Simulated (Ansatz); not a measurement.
InPt$_{3}$ (Cu3Au type, Pm-3m) under volume change, r²SCAN in the plane-wave PAW code Ansatz, scaled uniformly.

```csv
V (Å³/atom),E − E(relaxed) (meV/atom),P (GPa)
14.715,109.3,26.58
15.201,45.3,15.99
15.686,10.6,7.23
16.171,0.0,0.00
16.656,9.3,-5.95
17.141,35.0,-10.86
17.626,74.2,-14.90
```

### Question
What does a third-order Birch–Murnaghan fit give for V₀, B₀ and B′?

### Answer
V₀ = 16.17 Å³/atom, B₀ = 218 GPa, B′ = 5.4.

The workflow started from an entry of the Crystallography Open Database (COD). Its standing as an ambient phase is unchecked. Symmetry was held in the r²SCAN relaxation; its stability against distortions is not shown here. No spin polarisation was allowed. Scalar-relativistic: spin–orbit coupling is off unless named, which matters more the heavier the elements.

Potentials: the later of the program's two PAW sets.
